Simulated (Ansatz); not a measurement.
Level of theory: DFT PBE, scalar-relativistic, plane waves, PAW (Ansatz 0.2.0). Cutoff 420 eV, Γ-centred 8×8×6 mesh (11-atom cell), Gaussian smearing of 0.10 eV, no spin polarisation.

Formation energies are uncorrected and count from the elements' standard states at the same level.

Task: Find a candidate orthorhombic metal that holds F and 1 more element, with a formation energy near −2.82 eV/atom and a density near 1.26 g/cm³, in a cell of 11 atoms. Its symmetry should be Cmmm (No. 65).

Result: Be₄F₇, space group Cmmm (No. 65). Be on a site of symmetry mm2 has 3 F at 1.50–1.52 Å; Be on a site of symmetry m2m is surrounded by 4 F at 1.54–1.59 Å; F on a site of symmetry mmm has 2 Be at 1.52 Å; around F on a site of symmetry m lie 1 Be at 1.50 Å and 1 Be at 1.59 Å; 1 more site not described.

```
CELL_PARAMETERS angstrom
2.52010 -6.24953 0.00000
2.52010 6.24953 0.00000
0.00000 0.00000 7.07426
ATOMIC_POSITIONS crystal
Be 0.50000 0.50000 0.78533
Be 0.50000 0.50000 0.21467
Be 0.32087 0.67913 0.50000
Be 0.67913 0.32087 0.50000
F 0.50000 0.50000 0.00000
F 0.39519 0.60481 0.68274
F 0.60481 0.39519 0.68274
F 0.39519 0.60481 0.31726
F 0.60481 0.39519 0.31726
F 0.50000 0.00000 0.50000
F 0.00000 0.50000 0.50000
```

- Volume per atom: 20.26 Å³
- Density: 1.26 g/cm³
- Energy over the elements: −2.82 eV/atom
- Gap on the 8×8×6 mesh of the 11-atom cell: 0 eV (a metal)

It was reached by relaxing an invented guess, and it needn't be the stable form of this composition. Other answers may fit too; this one was computed.

An odd number of electrons in the primitive cell allows no gap without spin; a larger cell or a magnetic state could open one. Symmetry constrained the relaxation, so the result can be a saddle point.
